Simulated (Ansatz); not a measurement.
ScB₂:
```
ScB2
1.0
    3.12594     0.00000     0.00000
   -1.56297     2.70714     0.00000
    0.00000     0.00000     3.48407
Sc B
1 2
Direct
  0.00000   0.00000   0.00000
  0.66667   0.33333   0.50000
  0.33333   0.66667   0.50000
```

Relaxed with PBEsol.

**Question.** List the phonon frequencies at the special points (DFPT on a 4×4×3 q-mesh, Fourier-interpolated; PBEsol (plane waves, PAW; program Ansatz)).

**Answer.** In cm⁻¹; no LO–TO term at Γ, as the run had none.

```tsv
q	frequencies
Γ	0 0 0 425 425 435 616 773 773
M	275 282 319 482 489 556 682 727 751
K	286 292 292 517 517 650 650 653 727
A	270 270 339 342 342 451 599 798 798
L	261 279 316 488 501 536 694 703 734
H	280 305 305 508 508 650 666 666 735
```

Space group P6/mmm. The first step of the workflow began from a Materials Project structure, measured or hypothetical; the Crystallography Open Database files this formula in space group No. 191, but the cells were not matched. Its standing as an ambient phase is unchecked. The PBEsol relaxation kept the symmetry of its start; phonons on a q-mesh show no instability. The run is not spin-polarised. As this level gives no gap, phonon frequencies hold no LO–TO term and depend on the k-mesh and smearing (Fermi–Dirac, 0.1 eV here).

Potentials: the later of the program's two PAW sets.
